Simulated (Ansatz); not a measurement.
Molecular dynamics on a 2×2×1 supercell (16 atoms) of CdS (wurtzite), relaxed with r2SCAN. Forces come from r2SCAN in the PAW code Ansatz: Langevin thermostat and barostat (NPT), 800 K, steps of 1 fs. Spin polarisation is off, nuclei are classical, and the run is far too short for thermal averages.

```yaml
crystal:
  lattice:
    - [8.3292025366, -1.0e-10, 0.0]
    - [-4.1646012683, 7.21330099, 0.0]
    - [0.0, 0.0, 6.7660104976]
  atoms:
    - { symbol: Cd, position: [0.1666666667, 0.3333333333, -0.0009631151] }
    - { symbol: Cd, position: [0.3333333333, 0.1666666667, 0.4990368849] }
    - { symbol: S, position: [0.1666666667, 0.3333333333, 0.3759631151] }
    - { symbol: S, position: [0.3333333333, 0.1666666667, 0.8759631151] }
    - { symbol: Cd, position: [0.1666666667, 0.8333333333, -0.0009631151] }
    - { symbol: Cd, position: [0.3333333333, 0.6666666667, 0.4990368849] }
    - { symbol: S, position: [0.1666666667, 0.8333333333, 0.3759631151] }
    - { symbol: S, position: [0.3333333333, 0.6666666667, 0.8759631151] }
    - { symbol: Cd, position: [0.6666666667, 0.3333333333, -0.0009631151] }
    - { symbol: Cd, position: [0.8333333333, 0.1666666667, 0.4990368849] }
    - { symbol: S, position: [0.6666666667, 0.3333333333, 0.3759631151] }
    - { symbol: S, position: [0.8333333333, 0.1666666667, 0.8759631151] }
    - { symbol: Cd, position: [0.6666666667, 0.8333333333, -0.0009631151] }
    - { symbol: Cd, position: [0.8333333333, 0.6666666667, 0.4990368849] }
    - { symbol: S, position: [0.6666666667, 0.8333333333, 0.3759631151] }
    - { symbol: S, position: [0.8333333333, 0.6666666667, 0.8759631151] }
kpoints:
  mp_grid: { grid: [3, 3, 2] }
hamiltonian:
  xc: r2scan
scf:
  occupations: { method: fermi_dirac, width: 0.069 }
md:
  ensemble: npt_langevin
  temperature: 800
  timestep: 1.0
  n_steps: 30
  initial_velocities: maxwell_boltzmann
  seed: 9672
```

Run as `ansatz run input.yaml --threads 4 --pin off --max-ram 3686MiB --backend cpu --events-out ev --progress --plain --runs-dir out`. It ended after 7.6 min on 4 threads of Arm Neoverse N1, on a shared host, load about 0.8 per core; peak host memory 2.6 GiB.

```
step  t (fs)  T (K)  free energy F from step 0 (meV/atom)  kinetic energy (meV/atom)  pressure (GPa)  volume (Å³/atom)  largest force (eV/Å)
   0       0    750                                   0.0                       96.9            0.37             25.41                  0.00
   1       1    786                                   0.1                      101.6            0.39             25.41                  0.12
   2       2    730                                   0.6                       94.4            0.37             25.41                  0.25
   3       3    780                                   1.3                      100.9            0.40             25.41                  0.37
   4       4    723                                   2.4                       93.5            0.38             25.41                  0.49
   5       5    730                                   3.6                       94.4            0.40             25.41                  0.61
   6       6    742                                   5.0                       95.9            0.43             25.42                  0.73
   7       7    741                                   6.7                       95.8            0.44             25.42                  0.84
   8       8    731                                   8.6                       94.5            0.43             25.43                  0.96
   9       9    736                                  10.6                       95.1            0.44             25.45                  1.07
```

The temperature starts at 750 K, is lowest at step 4 (723 K, 4 fs) and ends at 736 K. The job's limit cut the run after 9 of 30 steps.

Positions (Å) and forces (eV/Å) at step 9:
```
cell (Å): 8.334 0.000 0.000; -4.167 7.217 0.000; 0.000 0.000 6.770
Cd  -0.012   2.384  -0.010     0.004   0.218  -0.083
Cd   2.087   1.178   3.400    -0.154   0.340  -0.153
S   -0.034   2.453   2.526     0.298  -0.150   0.092
S    2.096   1.229   5.930    -0.074  -0.203   0.075
Cd  -2.086   6.004  -0.001     0.445   0.109   0.080
Cd   0.023   4.842   3.400    -0.058   0.005  -0.554
S   -2.116   6.022   2.596     0.368  -0.026  -0.432
S    0.085   4.826   5.837    -0.518  -0.120   0.924
Cd   4.146   2.407  -0.011     0.303   0.181  -0.043
Cd   6.242   1.191   3.314     0.051   0.202   0.337
S    4.164   2.421   2.547    -0.148  -0.004   0.004
S    6.265   1.183   5.936    -0.223   0.117  -0.218
Cd   2.103   5.978   0.017    -0.109   0.298  -0.080
Cd   4.176   4.826   3.382    -0.173  -0.132   0.133
S    2.106   6.037   2.528    -0.098  -0.219   0.097
S    4.181   4.893   5.948     0.086  -0.616  -0.178
```
